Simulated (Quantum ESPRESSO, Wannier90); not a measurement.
# V (bcc (W type)), plane waves to Wannier functions

Structure: Materials Project mp-146, symmetrised, not relaxed again. This is the element's usual structure. Level: PBEsol, no spin polarisation, no spin-orbit coupling; pw.x of Quantum ESPRESSO at 68 Ry with PseudoDojo potentials, 12×12×12 k-points, Wannier90. Density: 20×20×20 mesh, cold smearing 0.01 Ry. A non-magnetic state is assumed; magnetic ones were not tried.

On the energy scale of pw.x, whose zero is arbitrary, the Fermi level lies at 16.81 eV.

Input w.win:

```
num_bands = 3
num_wann = 3
exclude_bands = 1,5-21
num_iter = 1000
conv_tol = 1.0e-6
conv_window = 4
write_hr = true
write_u_matrices = true
auto_projections = true
begin unit_cell_cart
ang
   -1.4912000000    1.4912000000    1.4912000000
    1.4912000000   -1.4912000000    1.4912000000
    1.4912000000    1.4912000000   -1.4912000000
end unit_cell_cart
begin atoms_frac
V    0.0000000000  0.0000000000  0.0000000000
end atoms_frac
mp_grid = 12 12 12
begin kpoints
0.0000000000 0.0000000000 0.0000000000
0.0000000000 0.0000000000 0.0833333333
0.0000000000 0.0000000000 0.1666666667
... (1725 more lines: the 12x12x12 mesh through Gamma)
end kpoints
```

Input of pw2wannier90.x that gives the overlap and projection files (equivalent; here they were cut from one run over all bands):

```
&inputpp
  outdir = './out'
  prefix = 'pwscf'
  seedname = 'w'
  write_amn = .true.
  write_mmn = .true.
  atom_proj = .true.
  atom_proj_exclude = 1 5 6 7 8 9 10
/
```

Output w.wout (banner and timings cut):

```
                                    ------
                                    SYSTEM
                                    ------

                              Lattice Vectors (Ang)
                    a_1    -1.491200   1.491200   1.491200
                    a_2     1.491200  -1.491200   1.491200
                    a_3     1.491200   1.491200  -1.491200

                   Unit Cell Volume:      13.26379  (Ang^3)

                        Reciprocal-Space Vectors (Ang^-1)
                    b_1     0.000000   2.106755   2.106755
                    b_2     2.106755   0.000000   2.106755
                    b_3     2.106755   2.106755   0.000000

 *----------------------------------------------------------------------------*
 |   Site       Fractional Coordinate          Cartesian Coordinate (Ang)     |
 +----------------------------------------------------------------------------+
 | v    1   0.00000   0.00000   0.00000   |    0.00000   0.00000   0.00000    |
 *----------------------------------------------------------------------------*
                                ------------
                                K-POINT GRID
                                ------------

             Grid size = 12 x 12 x 12      Total points = 1728

 *---------------------------------- MAIN ------------------------------------*
 |  Number of Wannier Functions               :                 3             |
 |  Number of Objective Wannier Functions     :                 3             |
 |  Number of input Bloch states              :                 3             |
 |  Output verbosity (1=low, 5=high)          :                 1             |
 |  Timing Level (1=low, 5=high)              :                 1             |
 |  Optimisation (0=memory, 3=speed)          :                 3             |
 |  Length Unit                               :               Ang             |
 |  Post-processing setup (write *.nnkp)      :                 F             |
 |  Using Gamma-only branch of algorithms     :                 F             |
 *----------------------------------------------------------------------------*
 *------------------------------- WANNIERISE ---------------------------------*
 |  Total number of iterations                :              1000             |
 |  Number of CG steps before reset           :                 5             |
 |  Trial step length for line search         :             2.000             |
 |  Convergence tolerence                     :         0.100E-05             |
 |  Convergence window                        :                 4             |
 |  Iterations between writing output         :                 1             |
 |  Iterations between backing up to disk     :               100             |
 |  Write r^2_nm to file                      :                 F             |
 |  Write xyz WF centres to file              :                 F             |
 |  Write on-site energies <0n|H|0n> to file  :                 F             |
 |  Use guiding centre to control phases      :                 F             |
 |  Use phases for initial projections        :                 F             |
 *----------------------------------------------------------------------------*
 *-------------------------------- PLOTTING ----------------------------------*
 |  Plotting Hamiltonian in WF basis          :                 T             |
 *----------------------------------------------------------------------------*

 *---------------------------------- K-MESH ----------------------------------*
 +----------------------------------------------------------------------------+
 |                    Distance to Nearest-Neighbour Shells                    |
 |                    ------------------------------------                    |
 |          Shell             Distance (Ang^-1)          Multiplicity         |
 |          -----             -----------------          ------------         |
 |             1                   0.248283                     12            |
 |             2                   0.351126                      6            |
 |             3                   0.430040                     24            |
 |             4                   0.496567                     12            |
 |             5                   0.555179                     24            |
 |             6                   0.608168                      8            |
 |             7                   0.656896                     48            |
 |             8                   0.702252                      6            |
       ... (lines left out)
 +----------------------------------------------------------------------------+
 | The b-vectors are chosen automatically                                     |
 | The following shells are used:                       1                     |
 +----------------------------------------------------------------------------+
 |                        Shell   # Nearest-Neighbours                        |
 |                        -----   --------------------                        |
 |                          1              12                                 |
 +----------------------------------------------------------------------------+
 | Completeness relation is fully satisfied [Eq. (B1), PRB 56, 12847 (1997)]  |
 +----------------------------------------------------------------------------+
 |                  b_k Vectors (Ang^-1) and Weights (Ang^2)                  |
 |                  ----------------------------------------                  |
 |            No.         b_k(x)      b_k(y)      b_k(z)        w_b           |
 |            ---        --------------------------------     --------        |
 |             1         0.175563    0.175563    0.000000     4.055501        |
 |             2         0.175563    0.000000    0.175563     4.055501        |
 |             3         0.000000    0.175563    0.175563     4.055501        |
 |             4        -0.175563   -0.175563    0.000000     4.055501        |
 |             5         0.000000   -0.175563    0.175563     4.055501        |
 |             6        -0.175563    0.000000    0.175563     4.055501        |
 |             7        -0.175563    0.000000   -0.175563     4.055501        |
 |             8         0.000000    0.175563   -0.175563     4.055501        |
 |             9        -0.175563    0.175563    0.000000     4.055501        |
 |            10         0.000000   -0.175563   -0.175563     4.055501        |
 |            11         0.175563    0.000000   -0.175563     4.055501        |
 |            12         0.175563   -0.175563    0.000000     4.055501        |
 +----------------------------------------------------------------------------+
 |                           b_k Directions (Ang^-1)                          |
 |                           -----------------------                          |
 |            No.           x           y           z                         |
 |            ---        --------------------------------                     |
 |             1         0.175563    0.175563    0.000000                     |
 |             2         0.175563    0.000000    0.175563                     |
 |             3         0.000000    0.175563    0.175563                     |
 |             4         0.000000   -0.175563    0.175563                     |
 |             5        -0.175563    0.000000    0.175563                     |
 |             6        -0.175563    0.175563    0.000000                     |
 +----------------------------------------------------------------------------+

 Starting a new Wannier90 calculation ...

 Reading overlaps from w.mmn

 Reading projections from w.amn

 *------------------------------- WANNIERISE ---------------------------------*
 +--------------------------------------------------------------------+<-- CONV
 | Iter  Delta Spread     RMS Gradient      Spread (Ang^2)            |<-- CONV
 +--------------------------------------------------------------------+<-- CONV

 ------------------------------------------------------------------------------
 Initial State
  WF centre and spread    1  (  0.000000, -0.000000,  0.000000 )     0.34873394
  WF centre and spread    2  (  0.000000, -0.000000,  0.000000 )     0.34873394
  WF centre and spread    3  (  0.000000,  0.000000, -0.000000 )     0.34873394
  Sum of centres and spreads (  0.000000,  0.000000,  0.000000 )     1.04620183

      0     0.105E+01     0.0000000000        1.0462018265  <-- CONV
        O_D=      0.0000000 O_OD=      0.0004673 O_TOT=      1.0462018 <-- SPRD
 ------------------------------------------------------------------------------
      1    -0.367E-12     0.0000059750        1.0462018265  <-- CONV
        O_D=      0.0000000 O_OD=      0.0004673 O_TOT=      1.0462018 <-- SPRD
      2    -0.733E-12     0.0000059734        1.0462018265  <-- CONV
        O_D=      0.0000000 O_OD=      0.0004673 O_TOT=      1.0462018 <-- SPRD
      3    -0.656E-09     0.0000059702        1.0462018258  <-- CONV
        O_D=      0.0000000 O_OD=      0.0004673 O_TOT=      1.0462018 <-- SPRD
      4    -0.213E-13     0.0000011551        1.0462018258  <-- CONV
        O_D=      0.0000000 O_OD=      0.0004673 O_TOT=      1.0462018 <-- SPRD
             <<<     Delta < 1.000E-06  over  4 iterations     >>>
             <<< Wannierisation convergence criteria satisfied >>>
 Final State
  WF centre and spread    1  (  0.000000, -0.000000,  0.000000 )     0.34873394
  WF centre and spread    2  (  0.000000, -0.000000,  0.000000 )     0.34873394
  WF centre and spread    3  (  0.000000,  0.000000, -0.000000 )     0.34873394
  Sum of centres and spreads (  0.000000,  0.000000,  0.000000 )     1.04620183

         Spreads (Ang^2)       Omega I      =     1.045734493
        ================       Omega D      =     0.000000000
                               Omega OD     =     0.000467333
    Final Spread (Ang^2)       Omega Total  =     1.046201826
```
